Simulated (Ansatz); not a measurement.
Input file for Ansatz (a program for electronic structure):

Ansatz 0.2 input:
```yaml
crystal:
  lattice:
    - [7.9860127524, 0.0, 0.0]
    - [0.0, 3.8822036042, 0.0]
    - [0.0, 0.0, 9.5827207629]
  atoms:
    - { symbol: Sb, position: [0.629520897, 0.25, 0.6333455184] }
    - { symbol: Sb, position: [0.370479103, 0.75, 0.3666544816] }
    - { symbol: Sb, position: [0.870479103, 0.75, 0.1333455184] }
    - { symbol: Sb, position: [0.129520897, 0.25, 0.8666544816] }
    - { symbol: S, position: [0.3330514731, 0.25, 0.5494506235] }
    - { symbol: S, position: [0.6669485269, 0.75, 0.4505493765] }
    - { symbol: S, position: [0.1669485269, 0.75, 0.0494506235] }
    - { symbol: S, position: [0.8330514731, 0.25, 0.9505493765] }
    - { symbol: Br, position: [0.0164286127, 0.25, 0.3254253104] }
    - { symbol: Br, position: [0.9835713873, 0.75, 0.6745746896] }
    - { symbol: Br, position: [0.4835713873, 0.75, 0.8254253104] }
    - { symbol: Br, position: [0.5164286127, 0.25, 0.1745746896] }
kpoints:
  mp_grid: { grid: [4, 7, 3] }
basis: { xc_grid: 2, fft_grid_basis: typed }
hamiltonian:
  xc: lda
  pseudopotentials: { kind: paw }
scf:
  occupations: { method: fixed }
checkpoint: { read: static.run }
output: { write_density: true, elf: true, volumetric_format: npy }
```

Output (shortened):

```
Pseudopotentials: kind: paw
Pseudopotential: Sb, paw, valence charge 15
Pseudopotential: S, paw, valence charge 6
Pseudopotential: Br, paw, valence charge 7
Functional definition: SPW92
Crystal: 12 atoms, lattice volume = 297.096 Å³
Basis set: ecut = 420 eV, 5839 PW (Γ), exchange–correlation on 108×54×144 points (8 copies of the dense FFT grid, shifted against one another)
Bands: 68, of which v1, the nominal top of the filled ones, is band 56 counted from 1 (55 counted from 0)
Symmetry: 8 space group operations
Space group: Pnma (ITA 62), of the structure as read, at distance tolerance 6.7e-5 Å
k-points: 24 of 84
PAW frozen core: Sb, regenerated for the run's functional, and the local potential with it
PAW frozen core: S, regenerated for the run's functional, and the local potential with it
PAW frozen core: Br, regenerated for the run's functional, and the local potential with it
Initial density: read from a saved state, or passed on in memory by an earlier SCF of this step, an earlier step, the calling program or the single point that …
Stability of the state it starts from, as read at its close in the unpolarized treatment …
Initial wavefunctions: pseudopotential atomic-orbital guess
Eigensolver: davidson
Functional: x = slater, c = lda
iter 1 solved again at ethr=4.87e-7 eV; its pass at ethr=3.10e-3 eV (dr2=5.45e-4 eV) is discarded
SCF iter   1: F=—  HF=-39602.286424 eV  |F-HF|=—  |Δ(HF+E_count)|=         —  Δρ=1.64e-6  dr2=5.30e-9  ethr=4.87e-7  ⟨swp⟩=4.5  Hψ=10646  notcnv=0  defer=240
all-band conjugate gradients solve this SCF's bands
preconditioner: auto → Resta (q_TF=auto, 2.319 Å⁻¹)
SCF iter   2: F=—  HF=-39602.286416 eV  |F-HF|=—  |Δ(HF+E_count)|=   7.79e-6  Δρ=1.03e-6  dr2=2.37e-9  ethr=4.74e-12  ⟨swp⟩=13.7  Hψ=9950  notcnv=0
SCF iter   3: F=-39602.286416 eV  HF=-39602.286416 eV  |F-HF|=7.57e-10  |Δ(HF+E_count)|=  6.26e-10  Δρ=6.49e-7  dr2=9.17e-10  ethr=2.11e-12  ⟨swp⟩=1.0  Hψ=3457  notcnv=0
SCF 1 converged in 3 iterations: F = -39602.286416 eV  dr2 = 9.17e-10
SCF converged after 3 iterations
Free energy (F): -39602.286416 eV
Harris-Foulkes:  -39602.286416 eV  (|F-HF|=7.57e-10)
Internal energy: -39602.286416 eV  (E = F + TS)
E sigma→0 (E₀):  -39602.286416 eV
Fermi energy:    6.480609 eV
--- Per-component energies (eV) ---
  E_band       = -815.260244
  E_kinetic    = 1795.077114
  E_local      = -8714.653111  (includes V_loc(G=0)·N_el)
  E_nonlocal   = 1868.730943
  E_hartree    = 3718.360992
  E_xc         = -1982.289418
  E_vxc        = -1160.627453  (∫ρ·V_xc dr)
  E_paw        = -28618.562160  (= ΣΔE_a)
  E_vpaw       = -2040.508362  (= ΣTr[D̂ρ^β])
  E_aug_tail   = -0.000003  (compensation charges beyond the density's cutoff)
  E_ewald      = -7672.624901
  E_core_change = 3.674129  (= ΣΔE_core)
  E_smearing   =  0.000000  (= −TS)
  E_closure    = 0.000000  (closes the sum)
  Σ components = -39602.286416   (vs F -39602.286416, Δ=0.00e0)
  [band-id]    e_kinetic+e_local+e_nonlocal+2·e_hartree+e_vxc+e_vpaw+e_augmentation_tail = -815.258888   (vs E_band -815.260244, Δ=1.36e-3)
--- Band table (eV; the first three rows and the last of 24) ---
  k-point 0: bands = ["-22.2708", "-22.2706", "-22.2701", "-22.2700", "-22.2672", "-22.2671", "-22.2669", "-22.2667", "-22.2215", "-22.2215", "-22.2132", "-22.2130", "-22.2086", "-22.2084", "-22.2012", "-22.2007", "-22.1975", "-22.1974", "-22.1956", "-22.1951", "-8.4229", "-7.8880", "-7.8746", "-7.6688", "-7.2093", "-6.7167", "-5.5362", "-5.4058", "-2.5502", "-2.3742", "-1.1472", "-0.1500", "2.0561", "2.2366", "2.8858", "3.0048", "3.0243", "3.3270", "3.3610", "3.4219", "4.4331", "4.6820", "4.7308", "4.7592", "4.7729", "4.8796", "4.9161", "5.0408", "5.0867", "5.1737", "5.3067", "5.3319", "5.4031", "6.0673", "6.1441", "6.3014", "8.1788", "8.4914", "9.0837", "9.0960", "9.4330", "9.5968", "9.6077", "9.6275", "9.8707", "10.8923", "11.0262", "11.1969"]
  k-point 1: bands = ["-22.2708", "-22.2707", "-22.2701", "-22.2700", "-22.2672", "-22.2671", "-22.2668", "-22.2668", "-22.2215", "-22.2215", "-22.2131", "-22.2131", "-22.2085", "-22.2084", "-22.2011", "-22.2008", "-22.1975", "-22.1974", "-22.1955", "-22.1952", "-8.3300", "-8.0872", "-7.8207", "-7.7227", "-7.0169", "-6.7901", "-5.5031", "-5.4383", "-2.5585", "-2.4794", "-0.8536", "-0.3539", "1.9184", "2.0722", "2.9813", "3.1422", "3.2123", "3.2868", "3.5201", "3.6022", "4.3701", "4.5024", "4.5032", "4.6178", "4.6779", "4.9323", "4.9945", "5.0101", "5.0289", "5.1385", "5.2623", "5.3240", "5.7638", "6.1109", "6.2946", "6.3027", "8.0877", "8.4780", "8.8110", "9.1207", "9.2080", "9.3423", "9.6721", "9.7209", "10.2229", "10.6793", "11.0379", "11.0824"]
  k-point 2: bands = ["-22.2691", "-22.2690", "-22.2689", "-22.2689", "-22.2677", "-22.2677", "-22.2674", "-22.2673", "-22.2207", "-22.2207", "-22.2133", "-22.2132", "-22.2096", "-22.2093", "-22.2024", "-22.2021", "-22.1967", "-22.1963", "-22.1946", "-22.1941", "-8.3097", "-7.8265", "-7.8016", "-7.6243", "-7.0861", "-6.6477", "-5.4730", "-5.3700", "-2.5963", "-2.4893", "-1.1529", "-0.3123", "2.0599", "2.1380", "2.3953", "2.5036", "2.7092", "3.2080", "3.4487", "3.5295", "3.6748", "3.9061", "4.0842", "4.4356", "4.4748", "4.6868", "4.8258", "4.9918", "5.3792", "5.5485", "5.5810", "5.6180", "5.8384", "5.9819", "6.2030", "6.4692", "8.6789", "8.8864", "9.1240", "9.1749", "9.2812", "9.3609", "9.5971", "10.0228", "10.4254", "10.8572", "11.0613", "11.1280"]
  k-point 23: bands = ["-22.2748", "-22.2748", "-22.2748", "-22.2748", "-22.2587", "-22.2587", "-22.2586", "-22.2586", "-22.2164", "-22.2164", "-22.2147", "-22.2147", "-22.2112", "-22.2112", "-22.2091", "-22.2091", "-22.1915", "-22.1915", "-22.1909", "-22.1909", "-7.5784", "-7.5784", "-7.5404", "-7.5404", "-6.1583", "-6.1583", "-5.6394", "-5.6394", "-2.4658", "-2.4658", "-1.8616", "-1.8616", "1.4190", "1.4190", "1.6364", "1.6364", "2.6486", "2.6486", "2.8712", "2.8712", "3.6017", "3.6017", "3.9764", "3.9764", "4.3122", "4.3122", "4.6960", "4.6960", "4.8473", "4.8473", "5.2063", "5.2063", "5.5507", "5.5507", "5.8351", "5.8351", "9.1928", "9.1928", "9.5695", "9.5695", "9.9915", "9.9915", "10.1590", "10.1590", "10.9481", "10.9481", "11.2219", "11.2219"]
  band table: 68 of 68 bands, residual norms ≤ 1.0e-3 eV
```

Cost: about 29 core-seconds (a rough figure) on shared cores.

The workflow started from a Materials Project entry (that database holds measured and hypothetical structures alike); the Crystallography Open Database files this formula in space group No. 62, but the cells were not matched. Its standing as an ambient phase is unchecked. The LDA relaxation kept the symmetry of its start; whether a distortion lowers the energy is not shown. A crystal of weakly bound chains computed without a dispersion correction: the cell and the soft elastic constants depend strongly on that. Spin–orbit coupling is left out wherever it is not named.

Potentials: the later of the program's two PAW sets.

Ansatz is a plane-wave DFT program.
